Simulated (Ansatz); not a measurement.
Ansatz (a quantum-chemistry and plane-wave program) input:

Ansatz 0.2 input:
```yaml
crystal:
  lattice:
    - [3.9263241577, 0.0, 0.0]
    - [0.0, 3.9263241577, 0.0]
    - [0.0, 0.0, 3.9744458916]
  atoms:
    - { symbol: Ti, position: [0.5, 0.5, 0.4410960449] }
    - { symbol: Ba, position: [0.0, 0.0, 0.9287320952] }
    - { symbol: O, position: [0.5, 0.5, 0.9075193494] }
    - { symbol: O, position: [0.5, 0.0, 0.4143262552] }
    - { symbol: O, position: [0.0, 0.5, 0.4143262552] }
kpoints:
  mp_grid: { grid: [7, 7, 7] }
hamiltonian:
  xc: lda
  pseudopotentials: { kind: paw }
scf:
  occupations: { method: fixed }
phonons:
  method: dfpt
  response_accuracy: low
  eigenvectors: true
  rigid_motions: translations
  dielectric: true
  raman: true
```

Output (shortened):

```
Pseudopotential: Ti, paw, valence charge 12
Pseudopotential: Ba, paw, valence charge 10
Pseudopotential: O, paw, valence charge 6
Functional definition: SPW92
Crystal: 5 atoms, lattice volume = 61.270 Å³
Basis set: ecut = 420 eV, 1213 PW (Γ), exchange–correlation on 54×54×54 points (8 copies of the dense FFT grid, shifted against one another)
Bands: 25, of which v1, the nominal top of the filled ones, is band 20 counted from 1 (19 counted from 0)
Symmetry: 8 space group operations
k-points: 172 of 343 (irreducible under 1 space group operation, time reversal used)
SCF iter   1: F=—  HF=-9904.544781 eV  |F-HF|=—  |Δ(HF+E_count)|=         —  Δρ=1.87e-2  dr2=2.06e-1  ethr=1.77e-3  ⟨swp⟩=4.3  Hψ=18159  notcnv=0  defer=385
preconditioner: auto → Resta (q_TF=auto, 2.541 Å⁻¹)
SCF iter   2: F=—  HF=-9904.512586 eV  |F-HF|=—  |Δ(HF+E_count)|=   3.22e-2  Δρ=1.02e-2  dr2=5.10e-2  ethr=5.14e-4  ⟨swp⟩=2.0  Hψ=7742  notcnv=0  defer=350
SCF iter   3: F=—  HF=-9904.502914 eV  |F-HF|=—  |Δ(HF+E_count)|=   9.67e-3  Δρ=2.84e-3  dr2=3.14e-3  ethr=1.28e-4  ⟨swp⟩=2.7  Hψ=6313  notcnv=0  defer=420
SCF iter   4: F=—  HF=-9904.502139 eV  |F-HF|=—  |Δ(HF+E_count)|=   7.75e-4  Δρ=7.27e-4  dr2=2.09e-4  ethr=7.86e-6  ⟨swp⟩=2.3  Hψ=7979  notcnv=0  defer=502
SCF iter   5: F=—  HF=-9904.502111 eV  |F-HF|=—  |Δ(HF+E_count)|=   2.78e-5  Δρ=2.55e-4  dr2=3.44e-5  ethr=5.22e-7  ⟨swp⟩=2.0  Hψ=6035  notcnv=0  defer=449
SCF iter   6: F=—  HF=-9904.502105 eV  |F-HF|=—  |Δ(HF+E_count)|=   6.56e-6  Δρ=7.58e-5  dr2=3.28e-6  ethr=8.61e-8  ⟨swp⟩=2.0  Hψ=6593  notcnv=0  defer=172
SCF iter   7: F=—  HF=-9904.502105 eV  |F-HF|=—  |Δ(HF+E_count)|=   1.29e-7  Δρ=5.86e-5  dr2=2.21e-6  ethr=8.21e-9  ⟨swp⟩=2.0  Hψ=7356  notcnv=0  defer=172
SCF iter   8: F=—  HF=-9904.502105 eV  |F-HF|=—  |Δ(HF+E_count)|=   4.19e-7  Δρ=2.18e-5  dr2=2.84e-7  ethr=5.51e-9  ⟨swp⟩=1.9  Hψ=4395  notcnv=0  defer=172
SCF iter  11: F=-9904.502105 eV  HF=-9904.502105 eV  |F-HF|=5.46e-12  |Δ(HF+E_count)|=  4.91e-11  Δρ=9.03e-8  dr2=4.00e-12  ethr=1.00e-12  ⟨swp⟩=12.8  Hψ=31082  notcnv=0
SCF 1 converged in 11 iterations: F = -9904.502105 eV  dr2 = 4.00e-12
NSCF: frozen V_eff on 7 k-points
DFPT response loops at Γ: preconditioner auto → none (the input reference at scf.mixing.eps_inf says where Resta's filter doesn't serve); β = 0.50 …
── the response to a field inside a basis, on 8×8×8 k-points: an SCF that follows is theirs, and a resumed run solves both again ──
Crystal: 5 atoms, lattice volume = 61.270 Å³
Bands: 21, of which v1, the nominal top of the filled ones, is band 20 counted from 1 (19 counted from 0)
k-points: 40 of 512 (time reversal used)
SCF iter   1: F=—  HF=-9904.497910 eV  |F-HF|=—  |Δ(HF+E_count)|=         —  Δρ=5.47e-4  dr2=3.72e-5  ethr=1.00e-1
preconditioner: auto → Resta (q_TF=auto, 2.541 Å⁻¹)
SCF iter   2: F=—  HF=-9904.497898 eV  |F-HF|=—  |Δ(HF+E_count)|=   1.21e-5  Δρ=2.42e-4  dr2=1.55e-5  ethr=9.30e-8
SCF iter   3: F=—  HF=-9904.497895 eV  |F-HF|=—  |Δ(HF+E_count)|=   2.39e-6  Δρ=1.35e-4  dr2=3.97e-6  ethr=3.88e-8
SCF iter   4: F=—  HF=-9904.497894 eV  |F-HF|=—  |Δ(HF+E_count)|=   8.81e-7  Δρ=2.28e-5  dr2=2.02e-7  ethr=9.92e-9
SCF iter   5: F=—  HF=-9904.497894 eV  |F-HF|=—  |Δ(HF+E_count)|=   4.46e-8  Δρ=4.57e-6  dr2=1.22e-8  ethr=5.05e-10
SCF iter   6: F=—  HF=-9904.497894 eV  |F-HF|=—  |Δ(HF+E_count)|=  7.09e-10  Δρ=3.59e-6  dr2=6.41e-9  ethr=3.04e-11
SCF iter   7: F=—  HF=-9904.497894 eV  |F-HF|=—  |Δ(HF+E_count)|=   1.27e-9  Δρ=5.44e-7  dr2=1.69e-10  ethr=1.60e-11
SCF iter   8: F=-9904.497894 eV  HF=-9904.497894 eV  |F-HF|=3.64e-12  |Δ(HF+E_count)|=  3.27e-11  Δρ=9.54e-8  dr2=7.55e-12  ethr=1.00e-12
SCF 1 converged in 8 iterations: F = -9904.497894 eV  dr2 = 7.55e-12
DFPT response loops at Γ: mixed as the last ones told, above
DFPT response loops at Γ: mixed as the last ones told, above
SCF converged after 11 iterations
Free energy (F): -9904.502105 eV
Harris-Foulkes:  -9904.502105 eV  (|F-HF|=5.46e-12)
Internal energy: -9904.502105 eV  (E = F + TS)
E sigma→0 (E₀):  -9904.502105 eV
Fermi energy:    10.533687 eV
--- Per-component energies (eV) ---
  E_band       = -122.749959
  E_kinetic    = 970.635637
  E_local      = -2050.944525  (includes V_loc(G=0)·N_el)
  E_nonlocal   = 216.538157
  E_hartree    = 800.944679
  E_xc         = -486.535420
  E_vxc        = -544.311938  (∫ρ·V_xc dr)
  E_paw        = -6495.506833  (= ΣΔE_a)
  E_vpaw       = -316.564168  (= ΣTr[D̂ρ^β])
  E_aug_tail   = 0.007518  (compensation charges beyond the density's cutoff)
  E_ewald      = -2860.540548
  E_core_change = 0.899230  (= ΣΔE_core)
  E_smearing   =  0.000000  (= −TS)
  E_closure    = 0.000000  (closes the sum)
  Σ components = -9904.502105   (vs F -9904.502105, Δ=0.00e0)
  [band-id]    e_kinetic+e_local+e_nonlocal+2·e_hartree+e_vxc+e_vpaw+e_augmentation_tail = -122.749961   (vs E_band -122.749959, Δ=-2.32e-6)
--- Band table (eV; the first three rows and the last of 172) ---
  k-point 0: bands = ["-45.0409", "-21.6591", "-21.6163", "-21.6163", "-13.8979", "-6.0603", "-5.3984", "-5.3557", "0.9081", "0.9362", "0.9362", "8.3388", "8.3658", "8.3658", "9.2518", "9.2518", "9.3501", "10.3739", "10.3919", "10.3919", "12.4874", "12.7396", …
  k-point 1: bands = ["-45.0407", "-21.6708", "-21.6157", "-21.6157", "-13.8704", "-6.0875", "-5.3782", "-5.3485", "0.9708", "0.9708", "1.0220", "7.9712", "8.2864", "8.2864", "9.0512", "9.0512", "9.1723", "9.9249", "10.3030", "10.3030", "12.5132", "13.0956", …
  k-point 2: bands = ["-45.0402", "-21.6968", "-21.6146", "-21.6146", "-13.8074", "-6.2265", "-5.3323", "-5.2359", "1.0512", "1.0512", "1.2746", "7.1772", "8.0356", "8.0356", "8.7736", "8.7736", "8.8206", "9.1721", "10.1170", "10.1170", "12.5728", "13.8085", …
  k-point 171: bands = ["-45.0392", "-21.6811", "-21.6668", "-21.6257", "-13.7082", "-6.1785", "-5.3018", "-5.0731", "0.9037", "1.1359", "1.3523", "6.4955", "7.3913", "7.7313", "7.7884", "8.1846", "8.9304", "9.4224", "9.5815", "9.6929", "13.3947", "14.3751", …
--- Phonons (Γ-DFPT): 9 representative perturbations + reference, on 172 of 343 k-points (Σ response iterations 28) ---
  ASR residual: 7.637e-5 → 0.000e0 eV/Å²; symmetrization residual: 5.912e-5 eV/Å²
  ASR residual per site (eV/Å²): 5.09e-5 4.61e-5 6.19e-5 7.64e-5 7.64e-5
  Γ frequencies (cm⁻¹): -97.45 -97.45 0.00 0.00 0.00 174.88 179.67 179.67 263.72 289.25 289.25 289.75 481.08 481.08 509.05
  ε∞ (high-frequency dielectric tensor):
        6.551070     0.000000     0.000000
        0.000000     6.551070     0.000000
        0.000000     0.000000     6.030716
  ε⁰ (static dielectric tensor): not given — an optical mode at Γ is not stable, and the ionic part, a sum over the modes at Γ, is formed only where all of …
  softest optical mode at Γ: -97.45 cm⁻¹; the repairs (sum rule, projections) moved no ω² at Γ by more than (4.05 cm⁻¹)²
  Born effective charges Z* (e; rows j = field, columns β = displacement):
    site 0:
         7.14160    0.00000    0.00000
         0.00000    7.14160    0.00000
         0.00000    0.00000    6.24156
    site 1:
         2.77309    0.00000    0.00000
         0.00000    2.77309    0.00000
         0.00000    0.00000    2.83114
    site 2:
        -2.09141    0.00000    0.00000
         0.00000   -2.09141    0.00000
         0.00000    0.00000   -5.00727
    site 3:
        -2.16846    0.00000    0.00000
         0.00000   -5.65481    0.00000
         0.00000    0.00000   -2.03271
    site 4:
        -5.65481    0.00000    0.00000
         0.00000   -2.16846    0.00000
         0.00000    0.00000   -2.03271
  Z* charge neutrality: 1.371e-3 e pre-enforcement
  solved inside a basis spanned on kpoints, on 8×8×8 k-points: ε∞ is read to err by 2.4e-2, Z* by 2.9e-2 e (field_mesh: kpoints solves on kpoints) …
  Raman tensors (in the event stream and the table raman_tensors.tsv) …
  optical modes at Γ without the LO–TO term, one row a degenerate level:
      ω (cm⁻¹)  modes    IR ((D/Å)²/amu)  static Raman (Å⁴/amu)  depolarisation
        -97.45      2           157.1561               176.1693           0.750
        174.88      1             7.9065                10.7084           0.009
        179.67      2             3.5253                 0.2584           0.750
        263.72      1            49.6573               891.8091           0.064
        289.25      2             0.2220                24.9909           0.750
        289.75      1             0.0000                 4.6905           0.750
        481.08      2             9.2429                19.0912           0.750
        509.05      1            10.6310               632.5210           0.043
  optical modes at Γ + LO–TO along q̂ = [1.0000, 0.0000, 0.0000]:
      ω (cm⁻¹)  modes    IR ((D/Å)²/amu)  static Raman (Å⁴/amu)  depolarisation
        -97.45      1            78.5780                88.0847           0.750
        174.88      1             7.9065                10.7084           0.009
        176.79      1             0.0206                 3.1209           0.750
        179.67      1             1.7626                 0.1292           0.750
        263.72      1            49.6573               891.8091           0.064
        288.96      1             0.0090                10.0828           0.750
        289.25      1             0.1110                12.4954           0.750
        289.75      1             0.0000                 4.6905           0.750
        454.58      1             3.8232                 0.0161           0.750
        481.08      1             4.6215                 9.5456           0.750
        509.05      1            10.6310               632.5210           0.043
        684.51      1            81.2203                10.5707           0.750
  optical modes at Γ + LO–TO along q̂ = [0.0000, 1.0000, 0.0000]:
      ω (cm⁻¹)  modes    IR ((D/Å)²/amu)  static Raman (Å⁴/amu)  depolarisation
        -97.45      1            78.5780                88.0847           0.750
        174.88      1             7.9065                10.7084           0.009
        176.79      1             0.0206                 3.1209           0.750
        179.67      1             1.7626                 0.1292           0.750
        263.72      1            49.6573               891.8091           0.064
        288.96      1             0.0090                10.0828           0.750
        289.25      1             0.1110                12.4954           0.750
        289.75      1             0.0000                 4.6905           0.750
        454.58      1             3.8232                 0.0161           0.750
        481.08      1             4.6215                 9.5456           0.750
        509.05      1            10.6310               632.5210           0.043
        684.51      1            81.2203                10.5707           0.750
  optical modes at Γ + LO–TO along q̂ = [0.0000, 0.0000, 1.0000]:
      ω (cm⁻¹)  modes    IR ((D/Å)²/amu)  static Raman (Å⁴/amu)  depolarisation
        -97.45      2           157.1561               176.1693           0.750
        179.67      2             3.5253                 0.2584           0.750
        187.92      1             0.0758                61.2614           0.095
        289.25      2             0.2220                24.9909           0.750
        289.75      1             0.0000                 4.6905           0.750
        459.46      1             4.0950                30.0278           0.005
        481.08      2             9.2429                19.0912           0.750
        711.67      1            64.0240               637.9811           0.060
```

Cost: about 10 core-minutes (a rough figure) on shared cores.

Space group P4mm. Symmetry was held in the LDA relaxation. At this level the phase is dynamically unstable (imaginary phonons). The run is not spin-polarised. Scalar-relativistic: spin–orbit coupling is off unless named, which matters more the heavier the elements.

Potentials: the later of the program's two PAW sets.

Ansatz is a plane-wave DFT program.
